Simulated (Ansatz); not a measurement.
Input file for Ansatz (a program for electronic structure):

Ansatz 0.2 input:
```yaml
crystal:
  lattice:
    - [4.7238449158, 0.0, 0.0]
    - [0.0, 6.0486143896, 0.0]
    - [0.0, 0.0, 5.2110656368]
  atoms:
    - { symbol: Mo, position: [0.2448044568, 0.8785019763, 0.0796132035] }
    - { symbol: Mo, position: [0.7551955432, 0.1214980237, 0.9203867965] }
    - { symbol: Mo, position: [0.2551955432, 0.6214980237, 0.5796132035] }
    - { symbol: Mo, position: [0.7448044568, 0.3785019763, 0.4203867965] }
    - { symbol: Mo, position: [0.7448044568, 0.6214980237, 0.9203867965] }
    - { symbol: Mo, position: [0.2551955432, 0.3785019763, 0.0796132035] }
    - { symbol: Mo, position: [0.7551955432, 0.8785019763, 0.4203867965] }
    - { symbol: Mo, position: [0.2448044568, 0.1214980237, 0.5796132035] }
    - { symbol: C, position: [0.5, 0.877459585, 0.75] }
    - { symbol: C, position: [0.5, 0.122540415, 0.25] }
    - { symbol: C, position: [0.0, 0.622540415, 0.25] }
    - { symbol: C, position: [0.0, 0.377459585, 0.75] }
kpoints:
  mp_grid: { grid: [9, 7, 8] }
hamiltonian:
  xc: r2scan
  pseudopotentials: { azcp: { folder: ./paw }, kind: paw }
scf:
  occupations: { method: gaussian, width: 0.05 }
checkpoint: { read: metal.run }
output: { bader: true, populations: true }
```

Output (shortened):

```
Pseudopotential: Mo, paw, valence charge 14
Pseudopotential: C, paw, valence charge 4
Functional definition: r2SCAN
Crystal: 12 atoms, lattice volume = 148.894 Å³
Basis set: ecut = 500 eV, 3781 PW (Γ), exchange–correlation on 144×180×160 points (64 copies of the dense FFT grid, shifted against one another)
Bands: 77, of which v1, the nominal top of the filled ones, is band 64 counted from 1 (63 counted from 0)
Symmetry: 8 space group operations
Space group: Pbcn (ITA 60), of the structure as read, at distance tolerance 5.3e-5 Å
k-points: 100 of 504
Stability of the state it starts from, as read at its close in the unpolarized treatment …
iter 1 solved again at ethr=2.35e-8 eV; its pass at ethr=3.10e-3 eV (dr2=3.01e-5 eV) is discarded
SCF iter   1: F=—  HF=-40749.271423 eV  |F-HF|=—  |Δ(HF+E_count)|=         —  Δρ=2.51e-7  dr2=2.73e-11  dr2_τ=1.89e-11  ethr=2.35e-8  ⟨swp⟩=4.4  Hψ=50254  notcnv=0
preconditioner: auto → Kerker (q_TF=auto, 2.660 Å⁻¹)
SCF iter   2: F=-40749.271425 eV  HF=-40749.271425 eV  |F-HF|=7.28e-12  |Δ(HF+E_count)|=   2.87e-6  Δρ=1.04e-7  dr2=4.98e-12  dr2_τ=1.38e-11  ethr=1.00e-12  ⟨swp⟩=7.1  Hψ=26383  notcnv=0
SCF 1 converged in 2 iterations: F = -40749.271425 eV  dr2 = 4.98e-12
SCF converged after 2 iterations
Free energy (F): -40749.271425 eV
Harris-Foulkes:  -40749.271425 eV  (|F-HF|=7.28e-12)
Internal energy: -40749.262723 eV  (E = F + TS)
E sigma→0 (E₀):  -40749.267074 eV
Entropy (-TS):   -0.008703 eV (-0.725 meV/atom)
Fermi energy:    19.887032 eV
--- Per-component energies (eV) ---
  E_band       = -547.202592
  E_kinetic    = 3718.544144
  E_local      = -6682.763462  (includes V_loc(G=0)·N_el)
  E_nonlocal   = 1272.803392
  E_hartree    = 2268.849001
  E_xc         = -1554.348955
  E_vxc        = -2221.380316  (∫ρ·V_xc dr)
  E_paw        = -26229.348834  (= ΣΔE_a)
  E_vpaw       = -1316.087555  (= ΣTr[D̂ρ^β])
  E_aug_tail   = 0.000210  (compensation charges beyond the density's cutoff)
  E_vtau       = 143.983028  (kinetic-family band-sum trace: ∫τ·v_τ [+ j·A + Jᵃ·Aᵃ] dr)
  E_ewald      = -13541.129515
  E_core_change = -1.868704  (= ΣΔE_core)
  E_smearing   = -0.008703  (= −TS)
  E_closure    =  0.000000  (closes the sum)
  Σ components = -40749.271425   (vs F -40749.271425, Δ=0.00e0)
  [band-id]    e_kinetic+e_local+e_nonlocal+2·e_hartree+e_vxc+e_vpaw+e_augmentation_tail+e_vtau = -547.202558   (vs E_band -547.202592, Δ=3.40e-5)
--- Band table (eV; the first three rows and the last of 100) ---
  k-point 0: bands = ["-43.5974", "-43.4684", "-43.4634", "-43.4506", "-43.4287", "-43.4090", "-43.4055", "-43.3990", "-17.5750", "-17.3700", "-17.2020", "-17.1775", "-17.1254", "-17.1100", "-17.0699", "-17.0225", "-16.9723", "-16.9401", "-16.8804", …
  k-point 1: bands = ["-43.5930", "-43.4700", "-43.4678", "-43.4513", "-43.4270", "-43.4089", "-43.4056", "-43.3987", "-17.5661", "-17.3457", "-17.2604", "-17.1376", "-17.1070", "-17.1047", "-17.1018", "-17.0176", "-16.9926", "-16.9739", "-16.8661", …
  k-point 2: bands = ["-43.5801", "-43.4873", "-43.4659", "-43.4533", "-43.4222", "-43.4084", "-43.4059", "-43.3992", "-17.5410", "-17.3317", "-17.2777", "-17.1420", "-17.1224", "-17.0996", "-17.0581", "-17.0506", "-17.0475", "-16.9750", "-16.8468", …
  k-point 99: bands = ["-43.4674", "-43.4674", "-43.4584", "-43.4584", "-43.4462", "-43.4462", "-43.4399", "-43.4399", "-17.3622", "-17.3622", "-17.3197", "-17.3197", "-17.1057", "-17.1057", "-17.0738", "-17.0738", "-16.8596", "-16.8596", "-16.8481", …
--- Löwdin populations: 12 sites ---
  site symbol       q [e]
     0     Mo     13.6127
     1     Mo     13.6127
     2     Mo     13.6127
     3     Mo     13.6127
     4     Mo     13.6127
     5     Mo     13.6127
     6     Mo     13.6127
     7     Mo     13.6127
     8      C      4.6175
     9      C      4.6175
    10      C      4.6175
    11      C      4.6175
  spilling = 0.004911 (of n_electrons = 128.000000)
--- Bader charges: 12 sites ---
  site symbol  charge [e]  shift [e]
     0     Mo      0.7928     0.0008
     1     Mo      0.7928     0.0008
     2     Mo      0.7928     0.0008
     3     Mo      0.7928     0.0008
     4     Mo      0.7928     0.0008
     5     Mo      0.7928     0.0008
     6     Mo      0.7928     0.0008
     7     Mo      0.7928     0.0008
     8      C     -1.5855     0.0016
     9      C     -1.5856     0.0016
    10      C     -1.5856     0.0016
    11      C     -1.5857     0.0016
  shift: an alarm, by how much a part of what the PAW files miss would move the charge. Where it is large, compare
  with a run on PAW files of another source; a small one proves nothing
  estimated error of the sums over rays = 6.7e-4 e
```

Cost: very roughly 5 core-minutes on shared cores.

The first step of the workflow began from a Materials Project structure, measured or hypothetical; the Crystallography Open Database files this formula in space group No. 60, but the cells were not matched. Whether it is the stable phase at ambient conditions was not checked. The cell was relaxed with r²SCAN under the symmetry of its start; its stability against distortions is not shown here. The run is not spin-polarised. Spin–orbit coupling is left out wherever it is not named.

Potentials: the earlier of the program's two PAW sets.

Ansatz is a plane-wave DFT program.
